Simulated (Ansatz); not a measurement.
A relaxation computed with Ansatz, from input to last step.

```yaml
crystal:
  lattice:
    - [3.6944344429, 0.0, 0.0]
    - [-1.8472172214, 3.1994740801, 0.0]
    - [0.0, 0.0, 5.9756716841]
  atoms:
    - { symbol: Li, position: [0.3333333333, 0.6666666667, 0.3628800038] }
    - { symbol: Li, position: [0.6666666667, 0.3333333333, 0.6371199962] }
    - { symbol: Fe, position: [0.0, 0.0, 0.0], spin: 3.72 }
    - { symbol: S, position: [0.3333333333, 0.6666666667, 0.7780215381], spin: 0.17 }
    - { symbol: S, position: [0.6666666667, 0.3333333333, 0.2219784619], spin: 0.17 }
basis:
  ecutwfc: 420
kpoints:
  mp_grid: { grid: [12, 12, 6] }
hamiltonian:
  xc: pbesol
scf:
  occupations: { method: gaussian, width: 0.1 }
output:
  forces: true
  stress: true
  eigenvalues: true
  populations: true
  write_density: true
  write_potential: true
  elf: true
  volumetric_format: npy
magnetization:
  spin_polarized: true
relax:
  adjacent_minimum: "off"
  f_tol: 0.01
  max_steps: 30
  cell: { stress_tol: 0.1, fix: [volume] }
```

```bash
ansatz run input.yaml --threads 2 --pin off --max-ram 5120MiB --backend cpu --events-out ev --progress --plain --runs-dir out
```

All numbers below come from DFT PBEsol, scalar-relativistic, plane waves, PAW in Ansatz 0.2.0.

The volume is held at 0.97 times that of the relaxed cell.

Of 4 frames 3 are shown, positions in Å and forces in eV/Å; the SCF threshold varies from step to step. Steps run on the plane waves of an earlier cell, with a Pulay correction in the pressure. The basis is chosen afresh for the last frame, the zero of the energies, and at times for earlier ones too; energy and pressure step there, also at an unchanged geometry.

```xyz
5
Lattice="3.6944 0.0000 0.0000 -1.8472 3.1995 0.0000 0.0000 0.0000 5.9757" Properties=species:S:1:pos:R:3:forces:R:3 pbc="T T T" step=1 free_energy_over_end_meV_per_atom=0.19 pressure_GPa=2.27
Li    0.0000    2.1330    2.1685    0.0000    0.0000    0.0398
Li    1.8472    1.0665    3.8072    0.0000    0.0000   -0.0398
Fe    0.0000    0.0000    0.0000    0.0000    0.0000    0.0000
S     0.0000    2.1330    4.6492    0.0000    0.0000   -0.0704
S     1.8472    1.0665    1.3265    0.0000    0.0000    0.0704
5
Lattice="3.6925 0.0000 0.0000 -1.8462 3.1978 0.0000 0.0000 0.0000 5.9821" Properties=species:S:1:pos:R:3:forces:R:3 pbc="T T T" step=2 free_energy_over_end_meV_per_atom=0.02 pressure_GPa=2.16
Li    0.0000    2.1318    2.1790    0.0000    0.0000    0.0129
Li    1.8462    1.0659    3.8031    0.0000    0.0000   -0.0129
Fe    0.0000    0.0000    0.0000    0.0000    0.0000    0.0000
S     0.0000    2.1318    4.6472    0.0000    0.0000    0.0005
S     1.8462    1.0659    1.3349    0.0000    0.0000   -0.0005
5
Lattice="3.6950 0.0000 0.0000 -1.8475 3.1999 0.0000 0.0000 0.0000 5.9740" Properties=species:S:1:pos:R:3:forces:R:3 pbc="T T T" step=4 free_energy_over_end_meV_per_atom=0.00 pressure_GPa=2.14
Li    0.0000    2.1333    2.1776    0.0000    0.0000    0.0022
Li    1.8475    1.0666    3.7964    0.0000    0.0000   -0.0022
Fe    0.0000    0.0000    0.0000    0.0000    0.0000    0.0000
S     0.0000    2.1333    4.6406    0.0000    0.0000    0.0007
S     1.8475    1.0666    1.3334    0.0000    0.0000   -0.0007
```

It took 24 s on 2 threads of Intel(R) Xeon(R) 6975P-C (Granite Rapids), on a shared host, peak memory 0.62 GiB.

The cell holds one magnetic atom, so it can only be ferromagnetic; an antiferromagnetic order may lie lower.